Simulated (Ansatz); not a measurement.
The elements of this relaxed trial crystal are hidden behind letters.

```
lattice vectors (Å)
   0.0000    3.1186    3.1186
   3.1186    0.0000    3.1186
   3.1186    3.1186    0.0000
fractional positions
X 0.0000 0.0000 0.0000
Z 0.2500 0.2500 0.2500
Z 0.7500 0.7500 0.7500
```

Theory: Ansatz, DFT PBE, scalar-relativistic, plane waves, PAW. Cutoff 420 eV, Γ-centred 14×14×14 mesh (3-atom cell), Gaussian smearing of 0.10 eV, no spin polarisation.

```
Space group                                 : Fm-3m (No. 225)
Conventional cell                           : a = 6.237 Å
Volume per atom                             : 20.22 Å³
Density                                     : 4.56 g/cm³
Formation energy                            : +0.05 eV/atom
Gap on the 14×14×14 mesh of the 3-atom cell : 0 eV (a metal)
```

Energies are uncorrected and count from the elements' standard states at the same level.

Question: X is a p-block element of period 3 and Z is a p-block element of period 4. Which elements are they?

Answer: X = Al, Z = Ga, so the formula is AlGa2, here in the fluorite type. Density times volume gives a mean mass of 4.56 × 20.22/1.6605 = 55.5 u per atom, and this set has 55.5 u. Among the elements that the hints allow, noble gases aside, only these give it. Al is surrounded by 8 Ga at 2.70 Å; Ga is surrounded by 4 Al at 2.70 Å and 6 Ga at 3.12 Å.

A later test with randomly moved atoms ended 5 meV/atom lower on a coarse mesh, in P-1 at a loose tolerance, which is no clear verdict on its stability.
